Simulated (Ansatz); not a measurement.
Geometry optimisation in Ansatz: input, command and trajectory.

```yaml
crystal:
  lattice:
    - [5.7844491547, 0.0, 0.0]
    - [0.0, 5.7844491547, 0.0]
    - [0.0, 0.0, 3.7257694926]
  atoms:
    - { symbol: Sr, position: [0.0, 0.0, 0.0] }
    - { symbol: Sr, position: [0.5, 0.5, 0.5] }
    - { symbol: Mn, position: [0.306, 0.306, 0.0], spin: 3.49 }
    - { symbol: Mn, position: [0.194, 0.806, 0.5], spin: 3.49 }
    - { symbol: Mn, position: [0.694, 0.694, 0.0], spin: 3.49 }
    - { symbol: Mn, position: [0.806, 0.194, 0.5], spin: 3.49 }
basis:
  ecutwfc: 420
kpoints:
  mp_grid: { grid: [4, 4, 6] }
hamiltonian:
  xc: pbe
scf:
  occupations: { method: gaussian, width: 0.1 }
  lower_state_search: "off"
output:
  forces: true
  stress: true
  eigenvalues: true
  populations: true
magnetization:
  spin_polarized: true
relax:
  adjacent_minimum: "off"
  f_tol: 0.04
  max_steps: 70
  cell: { stress_tol: 0.4 }
```

```bash
ansatz run input.yaml --threads 1 --pin off --max-ram 2560MiB --backend cpu --events-out ev --progress --plain --runs-dir out
```

All numbers below come from Ansatz, DFT PBE, scalar-relativistic, plane waves, PAW.

Of 21 frames 10 are shown, positions in Å and forces in eV/Å; the SCF threshold varies from step to step. Steps run on the plane waves of an earlier cell, with a Pulay correction in the pressure. The basis is chosen afresh for the last frame, the zero of the energies, and at times for earlier ones too; energy and pressure step there, also at an unchanged geometry. Here that happened at steps 13 (-130 meV/atom, 5.4 GPa), 19 (-9 meV/atom, 0.4 GPa); the frames before carry an error of that size.

```xyz
6
Lattice="5.7844 0.0000 0.0000 0.0000 5.7844 0.0000 0.0000 0.0000 3.7258" Properties=species:S:1:pos:R:3:forces:R:3 pbc="T T T" step=1 free_energy_over_end_meV_per_atom=1084.57 pressure_GPa=13.45
Sr    0.0000    0.0000    0.0000    0.0000    0.0000    0.0000
Sr    2.8922    2.8922    1.8629    0.0000    0.0000    0.0000
Mn    1.7700    1.7700    0.0000   -0.4876   -0.4876    0.0000
Mn    1.1222    4.6623    1.8629    0.4876   -0.4876    0.0000
Mn    4.0144    4.0144    0.0000    0.4876    0.4876    0.0000
Mn    4.6623    1.1222    1.8629   -0.4876    0.4876    0.0000
6
Lattice="6.0222 0.0000 0.0000 0.0000 6.0222 0.0000 0.0000 0.0000 4.0962" Properties=species:S:1:pos:R:3:forces:R:3 pbc="T T T" step=3 free_energy_over_end_meV_per_atom=767.54 pressure_GPa=9.21
Sr    0.0000    0.0000    0.0000    0.0000    0.0000    0.0000
Sr    3.0111    3.0111    2.0481    0.0000    0.0000    0.0000
Mn    1.8411    1.8411    0.0000   -0.0221   -0.0221    0.0000
Mn    1.1700    4.8522    2.0481    0.0221   -0.0221    0.0000
Mn    4.1811    4.1811    0.0000    0.0221    0.0221    0.0000
Mn    4.8522    1.1700    2.0481   -0.0221    0.0221    0.0000
6
Lattice="6.2615 0.0000 0.0000 0.0000 6.2615 0.0000 0.0000 0.0000 4.4579" Properties=species:S:1:pos:R:3:forces:R:3 pbc="T T T" step=5 free_energy_over_end_meV_per_atom=547.31 pressure_GPa=3.89
Sr    0.0000    0.0000    0.0000    0.0000    0.0000    0.0000
Sr    3.1307    3.1307    2.2290    0.0000    0.0000    0.0000
Mn    1.9538    1.9538    0.0000    0.1470    0.1470    0.0000
Mn    1.1770    5.0845    2.2290   -0.1470    0.1470    0.0000
Mn    4.3077    4.3077    0.0000   -0.1470   -0.1470    0.0000
Mn    5.0845    1.1770    2.2290    0.1470   -0.1470    0.0000
6
Lattice="6.0862 0.0000 0.0000 0.0000 6.0862 0.0000 0.0000 0.0000 5.0013" Properties=species:S:1:pos:R:3:forces:R:3 pbc="T T T" step=8 free_energy_over_end_meV_per_atom=390.72 pressure_GPa=-2.35
Sr    0.0000    0.0000    0.0000    0.0000    0.0000    0.0000
Sr    3.0431    3.0431    2.5006    0.0000    0.0000    0.0000
Mn    2.0957    2.0957    0.0000    0.0567    0.0567    0.0000
Mn    0.9474    5.1387    2.5006   -0.0567    0.0567    0.0000
Mn    3.9905    3.9905    0.0000   -0.0567   -0.0567    0.0000
Mn    5.1387    0.9474    2.5006    0.0567   -0.0567    0.0000
6
Lattice="5.7217 0.0000 0.0000 0.0000 5.7217 0.0000 0.0000 0.0000 5.1077" Properties=species:S:1:pos:R:3:forces:R:3 pbc="T T T" step=10 free_energy_over_end_meV_per_atom=351.81 pressure_GPa=-2.00
Sr    0.0000    0.0000    0.0000    0.0000    0.0000    0.0000
Sr    2.8608    2.8608    2.5539    0.0000    0.0000    0.0000
Mn    1.9758    1.9758    0.0000    0.0285    0.0285    0.0000
Mn    0.8850    4.8366    2.5539   -0.0285    0.0285    0.0000
Mn    3.7458    3.7458    0.0000   -0.0285   -0.0285    0.0000
Mn    4.8366    0.8850    2.5539    0.0285   -0.0285    0.0000
6
Lattice="5.6241 0.0000 0.0000 0.0000 5.6241 0.0000 0.0000 0.0000 5.0475" Properties=species:S:1:pos:R:3:forces:R:3 pbc="T T T" step=12 free_energy_over_end_meV_per_atom=344.51 pressure_GPa=0.00
Sr    0.0000    0.0000    0.0000    0.0000    0.0000    0.0000
Sr    2.8120    2.8120    2.5238    0.0000    0.0000    0.0000
Mn    1.9369    1.9369    0.0000   -0.0120   -0.0120    0.0000
Mn    0.8751    4.7489    2.5238    0.0120   -0.0120    0.0000
Mn    3.6872    3.6872    0.0000    0.0120    0.0120    0.0000
Mn    4.7489    0.8751    2.5238   -0.0120    0.0120    0.0000
6
Lattice="5.6522 0.0000 0.0000 0.0000 5.6522 0.0000 0.0000 0.0000 5.2338" Properties=species:S:1:pos:R:3:forces:R:3 pbc="T T T" step=14 free_energy_over_end_meV_per_atom=137.38 pressure_GPa=4.19
Sr    0.0000    0.0000    0.0000    0.0000    0.0000    0.0000
Sr    2.8261    2.8261    2.6169    0.0000    0.0000    0.0000
Mn    1.9603    1.9603    0.0000   -0.0024   -0.0024    0.0000
Mn    0.8658    4.7864    2.6169    0.0024   -0.0024    0.0000
Mn    3.6919    3.6919    0.0000    0.0024    0.0024    0.0000
Mn    4.7864    0.8658    2.6169   -0.0024    0.0024    0.0000
6
Lattice="5.8019 0.0000 0.0000 0.0000 5.8019 0.0000 0.0000 0.0000 5.7798" Properties=species:S:1:pos:R:3:forces:R:3 pbc="T T T" step=17 free_energy_over_end_meV_per_atom=16.24 pressure_GPa=0.88
Sr    0.0000    0.0000    0.0000    0.0000    0.0000    0.0000
Sr    2.9010    2.9010    2.8899    0.0000    0.0000    0.0000
Mn    2.0456    2.0456    0.0000   -0.0128   -0.0128    0.0000
Mn    0.8554    4.9465    2.8899    0.0128   -0.0128    0.0000
Mn    3.7563    3.7563    0.0000    0.0128    0.0128    0.0000
Mn    4.9465    0.8554    2.8899   -0.0128    0.0128    0.0000
6
Lattice="5.8480 0.0000 0.0000 0.0000 5.8480 0.0000 0.0000 0.0000 5.9235" Properties=species:S:1:pos:R:3:forces:R:3 pbc="T T T" step=19 free_energy_over_end_meV_per_atom=2.16 pressure_GPa=0.48
Sr    0.0000    0.0000    0.0000    0.0000    0.0000    0.0000
Sr    2.9240    2.9240    2.9617    0.0000    0.0000    0.0000
Mn    2.0677    2.0677    0.0000   -0.0068   -0.0068    0.0000
Mn    0.8563    4.9917    2.9617    0.0068   -0.0068    0.0000
Mn    3.7803    3.7803    0.0000    0.0068    0.0068    0.0000
Mn    4.9917    0.8563    2.9617   -0.0068    0.0068    0.0000
6
Lattice="5.8828 0.0000 0.0000 0.0000 5.8828 0.0000 0.0000 0.0000 5.9975" Properties=species:S:1:pos:R:3:forces:R:3 pbc="T T T" step=21 free_energy_over_end_meV_per_atom=0.00 pressure_GPa=0.18
Sr    0.0000    0.0000    0.0000    0.0000    0.0000    0.0000
Sr    2.9414    2.9414    2.9987    0.0000    0.0000    0.0000
Mn    2.0833    2.0833    0.0000   -0.0006   -0.0006    0.0000
Mn    0.8581    5.0247    2.9987    0.0006   -0.0006    0.0000
Mn    3.7995    3.7995    0.0000    0.0006    0.0006    0.0000
Mn    5.0247    0.8581    2.9987   -0.0006    0.0006    0.0000
```

The start puts this composition into another compound's structure type, which needn't suit it. The cell swells from 20.8 to 34.6 Å³ an atom, so the end can be far from any stable crystal. At the end the space group is P4_2/mnm (tolerance 0.05 Å).

Time: 9 min on 1 thread of Intel(R) Xeon(R) Platinum 8375C CPU @ 2.90GHz (Ice Lake), with other jobs on the host, peak memory 0.77 GiB.

The k mesh is coarse. Only parallel moments were tried here.